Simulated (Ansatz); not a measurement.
SnPb$_{4}$S$_{5}$:
```
CELL_PARAMETERS angstrom
     -2.10193     2.10193    14.86089
      2.10193    -2.10193    14.86089
      2.10193     2.10193   -14.86089
ATOMIC_POSITIONS crystal
  Sn 0.00000 0.00000 0.00000
  Pb 0.40099 0.40099 0.00000
  Pb 0.59901 0.59901 0.00000
  Pb 0.80018 0.80018 0.00000
  Pb 0.19982 0.19982 0.00000
  S  0.50000 0.50000 0.00000
  S  0.70059 0.70059 0.00000
  S  0.29941 0.29941 0.00000
  S  0.09764 0.09764 0.00000
  S  0.90236 0.90236 0.00000
```

Relaxed with r²SCAN. Special points in fractions of this cell's reciprocal vectors: Γ (0.000, 0.000, 0.000); X (0.000, 0.000, 0.500); P (0.250, 0.250, 0.250); N (0.000, 0.500, 0.000); M (0.500, 0.500, -0.500); S (0.255, 0.745, -0.255); S0 (-0.255, 0.255, 0.255); R (-0.010, 0.010, 0.500); G (0.500, 0.500, -0.010).

### Question
List the band energies nearest the valence-band maximum at these points for plane-wave PAW r²SCAN (Ansatz code).

### Answer
In eV from the valence-band maximum; about four levels below and three above (degenerate sets whole), none deeper than 8.9 eV; points with the same levels are listed once.

| k | below | above |
|---|---|---|
| Γ | -2.66 -2.65 -2.65 -1.50 -1.46 | 1.82 2.12 3.76 |
| X | -3.26 -3.08 -1.85 -1.61 | 2.45 2.47 3.72 |
| P | -3.68 -2.53 -2.36 -1.38 | 2.05 3.37 3.37 |
| N | -1.05 -0.85 -0.68 0.00 | 0.28 0.70 0.75 |
| M | -2.77 -2.77 -2.08 -1.95 | 2.94 3.12 3.48 |
| S | -0.98 -0.88 -0.65 -0.11 | 0.45 0.48 0.95 |
| R | -3.26 -3.08 -1.85 -1.61 | 2.45 2.47 3.73 |

Space group I4/mmm. The workflow started from a Materials Project entry (that database holds measured and hypothetical structures alike); the Crystallography Open Database copy checked does not list it. Its standing as an ambient phase is unchecked. The cell was relaxed with r²SCAN under the symmetry of its start; its stability against distortions is not shown here. Spin–orbit coupling is left out wherever it is not named.

Potentials: the later of the program's two PAW sets.
